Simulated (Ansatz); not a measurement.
Structure relaxation, TiPd

The start is a relaxed TiPd cell deformed by the Cartesian strain tensor (xx, yy, zz, yz, xz, xy) = (0.025, -0.043, -0.078, 0.084, 0.056, 0.018). Cell shape, volume and atoms are optimised at zero target pressure with PBEsol (plane waves to 420 eV, PAW, scalar-relativistic; Ansatz, a quantum-chemistry and plane-wave program). The first steps use a coarse 11×8×8 k-mesh.

The start:
```
TiPd
1.0
    2.82688     0.04826     0.15307
    0.07914     4.32779     0.37987
    0.02437     0.40261     4.45167
Ti Pd
2 2
Direct
  0.04407   0.75000   0.30199
  0.95593   0.25000   0.69801
  0.49019   0.75000   0.81625
  0.50981   0.25000   0.18375
```

```json
{
  "largest_initial_force": "2.00 eV/Å, on Pd3, Pd4 (atoms numbered as listed)",
  "energy_released": "0.29 eV/atom",
  "volume_change": "+11.8 %, from 13.50 to 15.10 Å³/atom",
  "relative_to_the_parent": "It relaxes back to the parent, P2₁/m (No. 11)",
  "Shortest distances (start → end)": "The closest pairs of elements (up to four, under 3.6 Å), start → end: Pd–Ti 2.44 → 2.68 Å; Pd–Pd 2.48 → 2.76 Å; Ti–Ti 2.56 → 2.76 Å",
  "band_gap_at_the_end": "zero (metallic)",
  "optimiser_moves": "25"
}
```

The end point of the relaxation:

```cif
data_Pd2Ti2
_chemical_formula_sum 'Ti2 Pd2'
_space_group_name_H-M_alt 'P21/m'
_space_group_IT_number 11
_space_group_name_Hall '-P 2yb'
_cell_length_a 2.75793
_cell_length_b 4.52226
_cell_length_c 4.84849
_cell_angle_alpha 90.000
_cell_angle_beta 92.820
_cell_angle_gamma 90.000
loop_
_atom_site_label
_atom_site_type_symbol
_atom_site_symmetry_multiplicity
_atom_site_Wyckoff_symbol
_atom_site_fract_x
_atom_site_fract_y
_atom_site_fract_z
_atom_site_occupancy
Ti1 Ti 2 e 0.04408 0.75000 0.30199 1
Pd1 Pd 2 e 0.50980 0.25000 0.18374 1
```

Final values are on a 17×10×10 k-mesh of the relaxed cell. No spin polarisation in the result.

The run could not lose the symmetry of its start.

The cell that was disturbed is our relaxation of an entry of Materials Project.
